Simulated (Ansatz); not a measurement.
AlCr2C in space group P6_3/mmc (No. 194; Al on 2d, Cr on 4f, C on 2a) under volume change, plane-wave PAW LDA (Ansatz code), shape and atoms relaxed at each volume.

| V (Å³/atom) | E − E(relaxed) (meV/atom) | P (GPa) |
|---|---|---|
| 9.572 | 66.9 | 24.57 |
| 9.888 | 28.1 | 15.05 |
| 10.203 | 6.7 | 6.96 |
| 10.519 | 0.0 | 0.02 |
| 10.834 | 5.9 | -5.87 |
| 11.150 | 22.6 | -10.90 |
| 11.465 | 48.4 | -15.13 |

Problem. What does a third-order Birch–Murnaghan fit give for V₀, B₀ and B′?

Solution. V₀ = 10.52 Å³/atom, B₀ = 212 GPa, B′ = 4.3.

Symmetry was held in the LDA relaxation; of distortions, only those at the zone centre were tested. No spin polarisation was allowed.

Potentials: the later of the program's two PAW sets.
